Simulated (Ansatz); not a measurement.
Given:

ReW:
```
CELL_PARAMETERS angstrom
      2.81869     0.00000     0.00000
      0.00000     2.81869     0.00000
      0.00000     0.00000     3.88275
ATOMIC_POSITIONS crystal
  W  0.50000 0.50000 0.50000
  Re 0.00000 0.00000 0.00000
```

This is the r²SCAN-relaxed structure.

Task: All from r²SCAN (plane waves, PAW; program Ansatz), unless another level is named. Predict the formation energy from the elements (no fitted shifts).

Result: 24 kJ/mol-atom.

Task: And the density of states at the Fermi level?

Result: 0.83 states/eV per atom (mean over ±0.08 eV).

Task: And the gap with spin–orbit coupling?

Result: none (metallic).

Space group P4/mmm (L1₀ or tetragonal B2). The cell is a constructed one: a structure type filled with these elements; neither database checked (COD, Materials Project) lists it. Its standing as an ambient phase is unchecked. The r²SCAN relaxation kept the symmetry of its start; its stability against distortions is not shown here. The run is not spin-polarised. The references are the lowest solids computed at this level, not always the standard phases. Spin–orbit coupling is left out wherever it is not named.

Potentials: the earlier of the program's two PAW sets.
